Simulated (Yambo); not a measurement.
G0W0@PBEsol for CsCaH₃ (cubic perovskite, space group Pm-3m, No. 221) in Yambo. Reference settings: 2×2×2 Γ-centred k mesh, 272 bands and a 7 Ry block in the screening, 272 bands in G with the Bruneval-Gonze terminator, plasmon pole fitted at 27.2 eV. The PBEsol gap M → M on this mesh is 2.90 eV; G0W0 gaps are taken between the same points.

With and without the terminator, as bands are cut:

| bands in G (in W) | gap, terminator (eV) | gap, none (eV) | valence shift, terminator (eV) | valence shift, none (eV) |
|---|---|---|---|---|
| 96 (272) | 5.146 | 5.120 | -1.337 | -0.948 |
| 172 (272) | 5.166 | 5.184 | -1.418 | -1.247 |
| 272 (272) | 5.173 | 5.195 | -1.433 | -1.355 |

Over this range the gap spans 0.027 eV with the terminator and 0.075 eV without, the valence shift 0.096 eV and 0.407 eV. Neither column has reached its limit for certain.

Geometry of the Materials Project entry, not relaxed at this level; primitive cell a = b = c = 4.621 Å, α = β = γ = 90.00°.

The structure is a Materials Project entry; no match was found in the copy of COD used, and its stability was not checked.

A shift is the quasiparticle energy of the state minus its PBEsol energy.
